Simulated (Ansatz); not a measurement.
Cu3Pt:
```
Cu3Pt
1.0
    3.68477     0.00000     0.00000
    0.00000     3.68477     0.00000
    0.00000     0.00000     3.68477
Pt Cu
1 3
Direct
  0.00000   0.00000   0.00000
  0.00000   0.50000   0.50000
  0.50000   0.00000   0.50000
  0.50000   0.50000   0.00000
```

Relaxed with r²SCAN.

Task: Give the Bader charges and basin volumes of the independent atoms, plane-wave PAW r²SCAN (Ansatz code).

Result: 

```csv
atom,Bader charge (e),Bader volume (Å³)
Pt1,-0.69,17.7
Cu2,+0.23,10.8
```

Space group Pm-3m (Cu3Au type). The workflow started from an entry of the Crystallography Open Database (COD). Whether it is the stable phase at ambient conditions was not checked. Symmetry was held in the r²SCAN relaxation; whether a distortion lowers the energy is not shown. The run is not spin-polarised. Spin–orbit coupling is left out wherever it is not named.

Potentials: the later of the program's two PAW sets.
